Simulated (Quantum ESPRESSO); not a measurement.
Si7Al, input and log of a self-consistent run

A calculation, not a measurement. The program is pw.x of Quantum ESPRESSO 7.5 (plane-wave density functional theory). The cell is made up: 8 atoms on a zincblende/diamond lattice, with randomly drawn elements, strain and displacements, not relaxed. PseudoDojo standard norm-conserving files (v0.5 for PBE, v0.4.1 for LDA and PBEsol) set the functional; there is no spin polarisation, spin-orbit coupling or dispersion term, and the masses in the input are unused placeholders. A spin-polarised start on this cell or one of its family kept no moment.

Input:

```
&control calculation='scf', pseudo_dir='./dojo.nc.sr.pbe.v0_5.standard.upf', outdir='./o', disk_io='medium', tprnfor=.true., tstress=.true. /
&system ibrav=0, nat=8, ntyp=2, nbnd=26, ecutwfc=39.98326253, nosym=.true., tot_charge=0,
 occupations='smearing', smearing='fd', degauss=0.0073498644
/
&electrons conv_thr=7.350e-09, electron_maxstep=60, /
ATOMIC_SPECIES
Al 1.0 Al.upf
Si 1.0 Si.upf
CELL_PARAMETERS angstrom
5.4657 -0.063 -0.0188
-0.0631 5.4744 0.0441
-0.0193 0.0443 5.568
ATOMIC_POSITIONS angstrom
Si 0.1251 0.0534 -0.1203
Al -0.0284 2.7072 2.7702
Si 2.7226 0.0568 2.7688
Si 2.6675 2.8101 -0.015
Si 1.3874 1.4076 1.4179
Si 1.2574 4.1543 4.3274
Si 4.029 1.3994 4.2161
Si 4.0402 4.0586 1.4996
K_POINTS automatic
6 6 6 1 1 1
```

The log is shortened where brackets say so; the opening notice, blank lines, dates and the lines on written files are dropped, and the path of the files is cut. It prints rydbergs, bohrs and kilobars, and counts compression as positive stress.

```
     Program PWSCF v.7.5
     Parallel version (MPI & OpenMP), running on       1 processor cores
     Number of MPI processes:                 1
     Threads/MPI process:                     1
     [start-up lines left out]
     bravais-lattice index     =            0
     lattice parameter (alat)  =      10.3294  a.u.
     unit-cell volume          =    1124.0554 (a.u.)^3
     number of atoms/cell      =            8
     number of atomic types    =            2
     number of electrons       =        31.00
     number of Kohn-Sham states=           26
     kinetic-energy cutoff     =      39.9833  Ry
     charge density cutoff     =     159.9331  Ry
     scf convergence threshold =      7.3E-09
     mixing beta               =       0.7000
     number of iterations used =            8  plain     mixing
     Exchange-correlation= PBE
                           (   1   4   3   4   0   0   0)
     [axes and pseudopotential details left out]
   Cartesian axes
     site n.     atom                  positions (alat units)
         1        Si     tau(   1) = (   0.0228865   0.0097693  -0.0220084  )
         2        Al     tau(   2) = (  -0.0051957   0.4952713   0.5067969  )
         3        Si     tau(   3) = (   0.4980886   0.0103913   0.5065407  )
         4        Si     tau(   4) = (   0.4880083   0.5140964  -0.0027442  )
         5        Si     tau(   5) = (   0.2538192   0.2575147   0.2593991  )
         6        Si     tau(   6) = (   0.2300362   0.7600123   0.7916803  )
         7        Si     tau(   7) = (   0.7370892   0.2560146   0.7713184  )
         8        Si     tau(   8) = (   0.7391382   0.7425044   0.2743457  )
     number of k points=   108  Fermi-Dirac smearing, width (Ry)=  0.0073
     Number of k-points >= 100: set verbosity='high' to print them.
     Dense  grid:    38373 G-vectors     FFT dimensions: (  45,  45,  45)
     Estimated max dynamical RAM per process >      45.66 MB
     Initial potential from superposition of free atoms
     starting charge      30.9933, renormalised to      31.0000
     Starting wfcs are   32 randomized atomic wfcs
     total cpu time spent up to now is       11.6 secs
     per-process dynamical memory:    41.8 Mb
     Self-consistent Calculation
     iteration #  1     ecut=    39.98 Ry     beta= 0.70
     Davidson diagonalization with overlap
     ethr =  1.00E-02,  avg # of iterations =  4.7
     Threshold (ethr) on eigenvalues was too large:
     Diagonalizing with lowered threshold
     Davidson diagonalization with overlap
     ethr =  5.78E-04,  avg # of iterations =  3.7
     total cpu time spent up to now is       81.1 secs
     total energy              =     -63.74941746 Ry
     estimated scf accuracy    <       0.19547328 Ry
     iteration #  2     ecut=    39.98 Ry     beta= 0.70
     Davidson diagonalization with overlap
     ethr =  6.31E-04,  avg # of iterations =  1.2
     total cpu time spent up to now is      106.2 secs
     total energy              =     -63.75883052 Ry
     estimated scf accuracy    <       0.01505664 Ry
     iteration #  3     ecut=    39.98 Ry     beta= 0.70
     Davidson diagonalization with overlap
     c_bands:  1 eigenvalues not converged
     c_bands:  1 eigenvalues not converged
     c_bands:  1 eigenvalues not converged
     ethr =  4.86E-05,  avg # of iterations =  9.5
     total cpu time spent up to now is      150.3 secs
     total energy              =     -63.76071560 Ry
     estimated scf accuracy    <       0.00934057 Ry
     iteration #  4     ecut=    39.98 Ry     beta= 0.70
     Davidson diagonalization with overlap
     ethr =  3.01E-05,  avg # of iterations =  2.8
     total cpu time spent up to now is      184.6 secs
     total energy              =     -63.76289269 Ry
     estimated scf accuracy    <       0.00041344 Ry
     iteration #  5     ecut=    39.98 Ry     beta= 0.70
     Davidson diagonalization with overlap
     c_bands:  1 eigenvalues not converged
     c_bands:  1 eigenvalues not converged
     c_bands:  1 eigenvalues not converged
     ethr =  1.33E-06,  avg # of iterations =  8.7
     total cpu time spent up to now is      223.4 secs
     total energy              =     -63.76298465 Ry
     estimated scf accuracy    <       0.00009188 Ry
     iteration #  6     ecut=    39.98 Ry     beta= 0.70
     Davidson diagonalization with overlap
     ethr =  2.96E-07,  avg # of iterations =  2.3
     total cpu time spent up to now is      249.8 secs
     total energy              =     -63.76300570 Ry
     estimated scf accuracy    <       0.00000399 Ry
     iteration #  7     ecut=    39.98 Ry     beta= 0.70
     Davidson diagonalization with overlap
     ethr =  1.29E-08,  avg # of iterations =  2.0
     total cpu time spent up to now is      275.9 secs
     total energy              =     -63.76300686 Ry
     estimated scf accuracy    <       0.00000040 Ry
     iteration #  8     ecut=    39.98 Ry     beta= 0.70
     Davidson diagonalization with overlap
     ethr =  1.29E-09,  avg # of iterations =  2.5
     total cpu time spent up to now is      300.6 secs
     total energy              =     -63.76300700 Ry
     estimated scf accuracy    <       0.00000010 Ry
     iteration #  9     ecut=    39.98 Ry     beta= 0.70
     Davidson diagonalization with overlap
     ethr =  3.13E-10,  avg # of iterations =  2.0
     total cpu time spent up to now is      328.1 secs
     End of self-consistent calculation
     Number of k-points >= 100: set verbosity='high' to print the bands.
     the Fermi energy is     5.3659 ev
!    total energy              =     -63.76300702 Ry
     estimated scf accuracy    <          3.7E-09 Ry
     smearing contrib. (-TS)   =      -0.00587179 Ry
     internal energy E=F+TS    =     -63.75713523 Ry
     The total energy is F=E-TS. E is the sum of the following terms:
     one-electron contribution =      17.92633835 Ry
     hartree contribution      =       4.28985975 Ry
     xc contribution           =     -23.62609283 Ry
     ewald contribution        =     -62.34724050 Ry
     convergence has been achieved in   9 iterations
     Forces acting on atoms (cartesian axes, Ry/au):
     atom    1 type  2   force =    -0.06273456    0.02956115    0.07534045
     atom    2 type  1   force =     0.01415492    0.01787399    0.01573992
     atom    3 type  2   force =     0.00459993   -0.02776414    0.00504706
     atom    4 type  2   force =     0.03690210   -0.02561602    0.03063030
     atom    5 type  2   force =     0.00447022   -0.01795985   -0.03167512
     atom    6 type  2   force =     0.02596963   -0.00858860   -0.07515920
     atom    7 type  2   force =    -0.01393838   -0.01120038    0.02057154
     atom    8 type  2   force =    -0.00942386    0.04369385   -0.04049495
     Total force =     0.164774     Total SCF correction =     0.000055
     Computing stress (Cartesian axis) and pressure
          total   stress  (Ry/bohr**3)                   (kbar)     P=       20.89
   0.00018663  -0.00018992   0.00002706           27.45      -27.94        3.98
  -0.00018992   0.00014117   0.00000742          -27.94       20.77        1.09
   0.00002706   0.00000742   0.00009830            3.98        1.09       14.46
     init_run     :     11.25s CPU     11.48s WALL (       1 calls)
     electrons    :    305.05s CPU    316.54s WALL (       1 calls)
     forces       :      5.60s CPU      5.66s WALL (       1 calls)
     stress       :     21.42s CPU     21.54s WALL (       1 calls)
     [timing details left out]
     PWSCF        :   5m43.55s CPU   5m55.62s WALL
     JOB DONE.
```

In other units: free energy -867.540 eV for the cell, pressure 2.09 GPa, largest force component 1.937 eV/Å. A rerun of the same cell at another strain at 778 eV and a 8 x 8 x 8 mesh moved values by no more than 0.002 eV in energy, 0.09 GPa in stress and 0.016 eV/Å in force.